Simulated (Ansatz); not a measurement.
**Ti3Nb: how the k-point mesh moves the results**

Level of theory: DFT r2SCAN, scalar-relativistic, plane waves, PAW (Ansatz).

```cif
data_structure
_symmetry_space_group_name_H-M 'P 1'
_symmetry_Int_Tables_number 1
_cell_length_a 4.1334
_cell_length_b 4.1334
_cell_length_c 4.1334
_cell_angle_alpha 90.000
_cell_angle_beta 90.000
_cell_angle_gamma 90.000
_cell_volume 70.62
loop_
_atom_site_label
_atom_site_type_symbol
_atom_site_fract_x
_atom_site_fract_y
_atom_site_fract_z
_atom_site_occupancy
Ti1 Ti 0.00000 0.50000 0.50000 1
Ti2 Ti 0.50000 0.00000 0.50000 1
Ti3 Ti 0.50000 0.50000 0.00000 1
Nb1 Nb 0.00000 0.00000 0.00000 1
```

```
plane-wave cutoff : 500 eV
occupation rule   : Gaussian smearing, 0.1 eV
spin treatment    : unpolarised
```

The atoms stay fixed while the k-point mesh is varied. ΔE is the energy extrapolated to zero smearing, less that of the reference run (14×14×14). The cell isn't necessarily relaxed at this level. The meshes are Γ-centred. Pressure is positive in compression.

(1) One run gave ΔE = 129 meV/atom and P = 1.66 GPa. Which k-point mesh did it use, of 1×1×1, 2×2×2, 4×4×4, 6×6×6, 8×8×8, 10×10×10, 12×12×12?

Answers

(1) 2×2×2. All runs:

```tsv
mesh	ΔE (meV/atom)	P (GPa)	irreducible points
1×1×1	-2885	-58.59	1
2×2×2	129	1.66	4
4×4×4	-18.5	-0.64	10
6×6×6	-3.27	-0.94	20
8×8×8	0.91	-0.80	35
10×10×10	2.38	-0.63	56
12×12×12	0.26	-0.70	84
14×14×14	0.00	-0.69	120
```